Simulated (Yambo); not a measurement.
A G0W0@PBEsol run in Yambo for a free-standing ZrNBr monolayer (symmetry Pmmn, slab cell 20.9 Å high) (4×4×1 Γ-centred k mesh, bands 3 to 155 and a 6 Ry block in the screening, 155 bands in G with the Bruneval-Gonze terminator, plasmon pole fitted at 27.2 eV, slab-truncated Coulomb interaction, stochastic integration of W near q = 0) gives these matrix elements, in eV, at the band edges (Γ → Γ):

```csv
state,E0,<Vxc>,<Σx>,<Σc(E0)>,Z
valence edge,0.000,-17.256,-19.906,2.559,0.766
conduction edge,1.767,-14.442,-8.971,-3.843,0.793
```

Q: Solve the linearised quasiparticle equation for both states, give the gap, and say how exchange and correlation each act on it.

A: E = E0 + Z(Σx + Σc − Vxc). Valence: 0.000 + 0.766 × (-19.906 + (2.559) − (-17.256)) = -0.07 eV. Conduction: 1.767 + 0.793 × (-8.971 + (-3.843) − (-14.442)) = 3.06 eV. The gap is 3.13 eV, against 1.77 eV in PBEsol. Replacing Vxc by bare exchange alone would open it by 8.12 eV; correlation takes back 6.40 eV of that, and Z scales what is left. Nearest settings tried, and what they do to the gap: 3 Ry block (175 vectors against 497): -41 meV. Not varied: bands in G, bands in W, mesh, cell height. So the settings aren't converged at that level. Spin-orbit splittings are left out.

Geometry relaxed with PBEsol; primitive cell a = 3.588 Å, b = 4.101 Å, c = 20.900 Å, α = β = γ = 90.00°.

This is a model layer cut from the bulk structure; whether it is stable on its own was not checked.
